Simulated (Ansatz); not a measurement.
One crystal and one scan (scan of one atom of the cell) at two levels, PBE-D3(BJ) (plane waves to 420 eV, PAW, scalar-relativistic; Ansatz, a first-principles code) and PBEsol-D3(BJ) (plane waves to 420 eV, PAW, scalar-relativistic; Ansatz), each from its own relaxed cell and on its own mesh.

The crystal is PtS2 (CdI2 type); one S atom of a 3-atom cell moves by s along Cartesian [111], with its periodic images.

E stands for the smeared free energy. PtS2 is run without spin polarisation. PtS2 was relaxed with its symmetry unable to fall. Spin-orbit coupling is left out, though Pt is heavy. The PAW data are Ansatz's earlier set. With partly filled bands, energies and forces of such displacements shift with the k mesh and the smearing. Both scans cover s from -0.240 to 0.240 Å.

```csv
quantity,run 1,run 2
Lattice constant a (Å),3.584,3.559
Lattice constant c (Å),4.656,4.385
Relaxed volume (Å³/atom),17.26,16.04
Energy at s = 0.240 Å (meV/cell),209,216
Force along the line at s = -0.240 Å (eV/Å),3.589,3.842
Force constant k = d²E/ds² at s = 0 (finite differences) (eV/Å²),9.78,10.47
```

**Question.** Which run is which level?

**Answer.** Run 1 is PBE-D3(BJ), run 2 is PBEsol-D3(BJ). PBE-D3(BJ) gives the higher value for: lattice constant a; lattice constant c; relaxed volume. PBE-D3(BJ) gives the lower value for: energy at s = 0.240 Å; force along the line at s = -0.240 Å; force constant k = d²E/ds² at s = 0. (PBE-D3(BJ)) At this level the bands of PtS2 touch or barely overlap; measurements give the solid a gap. Both give the same symmetry of the curve: not even: the negative side lies higher at ±0.240 Å.

(For displaced atoms, the force is minus the slope of the energy, and its curvature is a force constant, which sets phonon frequencies.)
